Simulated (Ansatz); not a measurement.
The relaxed structure here is a generated cell of SiRu: the first start was made by placing the elements on the sites of a structure type, and the end was not matched to a known phase here, so it may be hypothetical.

The start is a generated cell, SiRu placed in the AFLOW prototype AB_hP12_186_a2b_a2b (B6, as in SiC). A full variable-cell relaxation at zero pressure is run with PBEsol (plane waves to 420 eV, PAW, scalar-relativistic; Ansatz, a first-principles code). The first steps use a coarse 6×6×2 k-mesh.

The start:
```yaml
crystal:
  lattice:
    - [3.51785, 0.00000, 0.00000]
    - [-1.75893, 3.04655, 0.00000]
    - [0.00000, 0.00000, 17.26195]
  atoms:
    - { symbol: Si, position: [0.00000, 0.00000, 0.00000] }
    - { symbol: Si, position: [0.00000, 0.00000, 0.50000] }
    - { symbol: Si, position: [0.66667, 0.33333, 0.83325] }
    - { symbol: Si, position: [0.33333, 0.66667, 0.33325] }
    - { symbol: Si, position: [0.66667, 0.33333, 0.16650] }
    - { symbol: Si, position: [0.33333, 0.66667, 0.66650] }
    - { symbol: Ru, position: [0.00000, 0.00000, 0.87460] }
    - { symbol: Ru, position: [0.00000, 0.00000, 0.37460] }
    - { symbol: Ru, position: [0.66667, 0.33333, 0.70785] }
    - { symbol: Ru, position: [0.33333, 0.66667, 0.20785] }
    - { symbol: Ru, position: [0.66667, 0.33333, 0.04150] }
    - { symbol: Ru, position: [0.33333, 0.66667, 0.54150] }
```

What pressure does the first self-consistent step give?

+32 GPa (positive: the cell is compressed).

What is the largest force in the starting geometry, and on which atom (counted from 1)?

About 0.4 eV/Å, on Si3, Si4 (atoms numbered as listed).

By how much does the energy per atom fall from start to end?

0.96 eV/atom.

How does the volume change?

-7.5 %, from 15.42 to 14.26 Å³/atom.

Is the relaxed structure metallic? Give its gap.

No gap (metallic).

Write out the relaxed structure.


Space group P6₃mc (No. 186); a = b = 4.016 Å, c = 12.256 Å, α = β = 90.00°, γ = 120.00°

```json
[
 {"atom": "Si", "site": "2a", "symmetry": "3m.", "x": "0.0000", "y": "0.0000", "z": "0.0439"},
 {"atom": "Si", "site": "2b", "symmetry": "3m.", "x": "0.6667", "y": "0.3333", "z": "0.3401"},
 {"atom": "Si", "site": "2b", "symmetry": "3m.", "x": "0.3333", "y": "0.6667", "z": "0.2246"},
 {"atom": "Ru", "site": "2a", "symmetry": "3m.", "x": "0.0000", "y": "0.0000", "z": "0.3372"},
 {"atom": "Ru", "site": "2b", "symmetry": "3m.", "x": "0.6667", "y": "0.3333", "z": "0.1580"},
 {"atom": "Ru", "site": "2b", "symmetry": "3m.", "x": "0.3333", "y": "0.6667", "z": "0.0199"}
]
```

The space group stays P6₃mc (No. 186) (the run could not lower it), with 12 atoms in the primitive cell. Final values are on a 11×11×3 k-mesh of the relaxed cell. No spin polarisation in the result.

The run could not lose the symmetry of its start: the end is stationary, and may be a saddle point rather than a minimum.
